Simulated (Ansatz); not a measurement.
AlCuGeSe$_{4}$:
```
AlCuGeSe4
1.0
   -2.72851     2.72851     5.32214
    2.72851    -2.72851     5.32214
    2.72851     2.72851    -5.32214
Al Cu Ge Se
1 1 1 4
Direct
  0.75000   0.25000   0.50000
  0.00000   0.00000   0.00000
  0.50000   0.50000   0.00000
  0.13497   0.09882   0.50045
  0.90118   0.40163   0.03615
  0.59837   0.63452   0.49955
  0.36548   0.86503   0.96385
```

Relaxed with PBEsol. Special points in fractions of this cell's reciprocal vectors: Γ (0.000, 0.000, 0.000); X (0.000, 0.000, 0.500); P (0.250, 0.250, 0.250); N (0.000, 0.500, 0.000); M (0.500, 0.500, -0.500); S (0.316, 0.684, -0.316); S0 (-0.316, 0.316, 0.316); R (-0.131, 0.131, 0.500); G (0.500, 0.500, -0.131).

Q: List the band energies nearest the valence-band maximum at these points for plane-wave PAW PBEsol (Ansatz code).

A: In eV from the valence-band maximum; about four levels below and three above (degenerate sets whole), none deeper than 8.9 eV; points with the same levels are listed once.

```json
[
 {"k": "Γ", "below": "-1.31 -0.26 0.00 0.00", "above": "0.96 2.08 2.68"},
 {"k": "X", "below": "-0.89 -0.50 -0.50 -0.24", "above": "1.01 2.60 3.34"},
 {"k": "P", "below": "-1.08 -0.67 -0.46 -0.43", "above": "1.51 2.99 3.11"},
 {"k": "N", "below": "-1.17 -1.06 -0.82 -0.47", "above": "1.88 3.24 3.40"},
 {"k": "M", "below": "-1.62 -0.78 -0.59 -0.59", "above": "0.95 1.94 1.94"},
 {"k": "S", "below": "-1.52 -1.05 -0.55 -0.35", "above": "1.54 2.57 3.16"},
 {"k": "R", "below": "-1.05 -0.71 -0.49 -0.39", "above": "1.23 2.88 3.66"}
]
```

Space group I-4. The first step of the workflow began from a Materials Project structure, measured or hypothetical; the Crystallography Open Database copy checked does not list it. Whether it is the stable phase at ambient conditions was not checked. Symmetry was held in the PBEsol relaxation; its stability against distortions is not shown here. No spin polarisation was allowed. Scalar-relativistic: spin–orbit coupling is off unless named, which matters more the heavier the elements.

Potentials: the later of the program's two PAW sets.
